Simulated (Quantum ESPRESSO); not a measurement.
**Band energies of RbLaTa2O7**

```xyz
11
Lattice="3.9104 0.0000 0.0000 0.0000 3.9104 0.0000 0.0000 0.0000 11.3145" Properties=species:S:1:pos:R:3 pbc="T T T"
O      0.0000     0.0000     0.0000
O      0.0000     1.9552     1.8736
O      0.0000     1.9552     9.4409
O      1.9552     0.0000     1.8736
O      1.9552     0.0000     9.4409
O      0.0000     0.0000     4.1069
O      0.0000     0.0000     7.2075
Rb     1.9552     1.9552     5.6572
La     1.9552     1.9552     0.0000
Ta     0.0000     0.0000     2.3045
Ta     0.0000     0.0000     9.0099
```

PBEsol (Quantum ESPRESSO, PseudoDojo norm-conserving, 110 Ry, no spin-orbit coupling); path ΓXMΓZRAZ,XR,MA; energies in eV from the valence-band maximum.

| k (1/Å) | point | band 40 | band 41 | band 42 | band 43 | band 44 | band 45 | band 46 | band 47 |
|---|---|---|---|---|---|---|---|---|---|
| 0.00 | Γ | -0.97 | -0.97 | -0.29 | -0.29 | -0.15 | 2.28 | 2.33 | 4.24 |
| 0.20 |  | -1.07 | -1.01 | -0.54 | -0.39 | -0.11 | 2.67 | 2.68 | 4.22 |
| 0.60 |  | -1.03 | -0.85 | -0.78 | -0.28 | -0.20 | 4.01 | 4.03 | 4.06 |
| 0.80 | X | -1.02 | -0.84 | -0.80 | -0.24 | -0.16 | 4.00 | 4.15 | 4.18 |
| 1.00 |  | -1.15 | -1.00 | -0.84 | -0.20 | -0.14 | 4.01 | 4.12 | 4.19 |
| 1.41 |  | -0.78 | -0.77 | -0.27 | -0.25 | -0.03 | 4.02 | 4.05 | 4.23 |
| 1.61 | M | -0.66 | -0.63 | -0.31 | 0.00 | 0.00 | 4.03 | 4.03 | 4.23 |
| 1.80 |  | -0.76 | -0.76 | -0.27 | -0.19 | -0.05 | 4.03 | 4.04 | 4.23 |
| 2.17 |  | -1.07 | -1.03 | -0.89 | -0.41 | -0.08 | 3.87 | 3.91 | 4.08 |
| 2.55 |  | -1.08 | -1.08 | -0.54 | -0.38 | -0.11 | 2.62 | 2.64 | 4.23 |
| 2.74 | Γ | -0.97 | -0.97 | -0.29 | -0.29 | -0.15 | 2.28 | 2.33 | 4.24 |
| 2.74 | Z | -0.96 | -0.96 | -0.46 | -0.29 | -0.29 | 2.28 | 2.33 | 4.24 |
| 3.06 |  | -1.08 | -1.05 | -0.63 | -0.51 | -0.33 | 3.12 | 3.15 | 4.15 |
| 3.39 |  | -1.11 | -1.07 | -0.79 | -0.44 | -0.20 | 4.01 | 4.08 | 4.11 |
| 3.55 | R | -1.12 | -1.02 | -0.82 | -0.50 | -0.12 | 4.00 | 4.15 | 4.18 |
| 3.71 |  | -1.13 | -1.01 | -0.95 | -0.47 | -0.11 | 4.01 | 4.12 | 4.19 |
| 4.03 |  | -0.99 | -0.92 | -0.57 | -0.57 | -0.06 | 4.01 | 4.09 | 4.19 |
| 4.35 | A | -0.79 | -0.66 | -0.63 | 0.00 | 0.00 | 4.03 | 4.03 | 4.23 |
| 4.63 |  | -0.86 | -0.86 | -0.59 | -0.36 | -0.12 | 4.03 | 4.04 | 4.21 |
| 4.92 |  | -1.10 | -1.06 | -0.81 | -0.41 | -0.32 | 3.87 | 3.90 | 4.08 |
| 5.20 |  | -1.16 | -1.15 | -0.74 | -0.45 | -0.33 | 2.94 | 2.97 | 4.22 |
| 5.49 | Z | -0.96 | -0.96 | -0.46 | -0.29 | -0.29 | 2.28 | 2.33 | 4.24 |
| 5.49 | X | -1.02 | -0.84 | -0.80 | -0.24 | -0.16 | 4.00 | 4.15 | 4.18 |
| 5.76 | R | -1.12 | -1.02 | -0.82 | -0.50 | -0.12 | 4.00 | 4.15 | 4.18 |
| 5.76 | M | -0.66 | -0.63 | -0.31 | 0.00 | 0.00 | 4.03 | 4.03 | 4.23 |
| 6.04 | A | -0.79 | -0.66 | -0.63 | 0.00 | 0.00 | 4.03 | 4.03 | 4.23 |

The PBEsol gap is indirect, 2.28 eV, from M to Γ; the smallest direct gap is 2.42 eV. Another valence extremum on the path lies within 0.02 eV, too close to call.

Without spin-orbit coupling, band edges of such heavy elements can be off by tenths of an eV. The 4f states are in the valence at their DFT position.

Geometry of the Materials Project entry, not relaxed at this level.

The structure is a Materials Project entry; no match was found in the copy of COD used, and its stability was not checked.
